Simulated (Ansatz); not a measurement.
Method: Ansatz, DFT PBE, scalar-relativistic, plane waves, PAW. All cells share a 420 eV cutoff and Γ-centred k meshes spaced at most about 0.3 Å⁻¹ (about 0.25 or finer for metals, 2π included). No spin polarisation in the final relaxations.

Each of these unrelaxed guesses is relaxed in cell and atoms within its symmetry. A guess keeps its type if space group and coordination stay and the shape of the cell changes little (axis ratios within about 15 %, angles within 6°); the volume may change.

1. MgCd3Te2

Space group P6/mmm (No. 191). a = 6.506 Å, b = 6.506 Å, c = 3.882 Å, α = 90.00°, β = 90.00°, γ = 120.00°
```json
{"atom": "Mg", "site": "1a", "symmetry": "6/mmm", "x": "0.0000", "y": "0.0000", "z": "0.0000"}
{"atom": "Cd", "site": "3g", "symmetry": "mmm", "x": "0.5000", "y": "0.0000", "z": "0.5000"}
{"atom": "Te", "site": "2c", "symmetry": "-6m2", "x": "0.3333", "y": "0.6667", "z": "0.0000"}
```

2. Zn2SnO

Space group P-6m2 (No. 187). a = 4.153 Å, b = 4.153 Å, c = 4.934 Å, α = 90.00°, β = 90.00°, γ = 120.00°
```csv
atom,site,symmetry,x,y,z
Zn,1e,-6m2,0.6667,0.3333,0.0000
Zn,1b,-6m2,0.0000,0.0000,0.5000
Sn,1a,-6m2,0.0000,0.0000,0.0000
O,1d,-6m2,0.3333,0.6667,0.5000
```

3. Si3O2

Space group P6_3/mmc (No. 194). a = 3.545 Å, b = 3.545 Å, c = 10.601 Å, α = 90.00°, β = 90.00°, γ = 120.00°
```csv
atom,site,symmetry,x,y,z
Si,2b,-6m2,0.0000,0.0000,0.2500
Si,4f,3m.,0.3333,0.6667,0.9300
O,4f,3m.,0.3333,0.6667,0.1430
```

Question: Which guesses survive the relaxation?

Answer: Guesses 1 and 2 keep their type.

| guess | kept | start group | end group | V start (Å³/atom) | V end | b/a and c/a, end over start | nearest neighbours start | nearest neighbours end |
| --- | --- | --- | --- | --- | --- | --- | --- | --- |
| 1 | yes | P6/mmm | P6/mmm | 23.7 | 34.2 | 1.00, 0.95 | Cd 4, Mg 20, Te 6 | Cd 4, Mg 20, Te 6 |
| 2 | yes | P-6m2 | P-6m2 | 18.4 | 21.2 | 1.00, 1.10 | O 3, Sn 5, Zn 3/5 | O 3, Sn 5, Zn 3/5 |
| 3 | no | P6_3/mmc | P6_3/mmc | 11.5 | 16.4 | 1.00, 3.13 | O 8, Si 4/6 | O 3, Si 3/6 |

Neighbours count within 15 % of an atom's shortest distance; end groups are read at 0.02 Å (0.05 Å in metals).

Weakly bound directions are ill-defined at this level, which has no dispersion term (Si3O2 P6_3/mmc). These runs have no spin–orbit coupling, which can matter for Te. Cells relaxed within their symmetry can be saddle points.

In counts of neighbours, a slash parts the counts of unlike sites.
